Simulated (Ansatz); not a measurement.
AlAs:
```
CELL_PARAMETERS angstrom
      0.00000     2.83727     2.83727
      2.83727     0.00000     2.83727
      2.83727     2.83727     0.00000
ATOMIC_POSITIONS crystal
  As 0.75000 0.75000 0.75000
  Al 0.00000 0.00000 0.00000
```

Tensor components refer to the Cartesian frame of this cell.

**Question.** Give the proper piezoelectric stress tensor with relaxed ions from PBEsol (plane waves, PAW; program Ansatz).

**Answer.** In C/m², rows x, y, z, Voigt columns; mesh uncertainty up to 0.01.
```
0.00  0.00  0.00  0.05  0.00  0.00
0.00  0.00  0.00  0.00  0.05  0.00
0.00  0.00  0.00  0.00  0.00  0.05
```

The elastic tensor of the same run (GPa):

```
      1     2     3     4     5     6
-  ----  ----  ----  ----  ----  ----
1   108  54.4  54.4   0.0   0.0   0.0
2  54.4   108  54.4   0.0   0.0   0.0
3  54.4  54.4   108   0.0   0.0   0.0
4   0.0   0.0   0.0  51.5   0.0   0.0
5   0.0   0.0   0.0   0.0  51.5   0.0
6   0.0   0.0   0.0   0.0   0.0  51.5
```

**Question.** Convert to strain constants d = e·S.

**Answer.** In pC/N:
```
0.0  0.0  0.0  1.1  0.0  0.0
0.0  0.0  0.0  0.0  1.1  0.0
0.0  0.0  0.0  0.0  0.0  1.1
```

Space group F-43m (zinc blende). The cell was relaxed with PBEsol under the symmetry of its start.

Potentials: the later of the program's two PAW sets.
